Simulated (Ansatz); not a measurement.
```yaml
crystal:
  lattice:
    - [0.0, 2.578822049, 2.578822049]
    - [2.578822049, 0.0, 2.578822049]
    - [2.578822049, 2.578822049, 0.0]
  atoms:
    - { symbol: Hg, position: [0.0, 0.0, 0.0] }
    - { symbol: P, position: [0.25, 0.25, 0.25] }
basis:
  ecutwfc: 420
  ecutrho_ratio: 4
kpoints:
  mp_grid: { grid: [10, 10, 10] }
hamiltonian:
  xc: pbesol
scf:
  occupations: { method: gaussian, width: 0.05 }
output:
  forces: true
  stress: true
  eigenvalues: true
```

What does this Ansatz input ask for?

It asks for a single-point calculation of HgP with PBEsol (scalar-relativistic), a cutoff of 420 eV (density cutoff 4 times that), a Γ-centred 10×10×10 mesh and Gaussian smearing of 0.05 eV, without spin polarisation. Forces, stress and eigenvalues are wanted.

How large is the problem?

25 valence electrons, 645 plane waves at Γ, 24 symmetry operations and 47 irreducible k-points; it took 6 SCF iterations in all.

It took of the order of 4 core-seconds on a shared host.

The structure was built from a prototype; whether the compound forms in it isn't claimed.
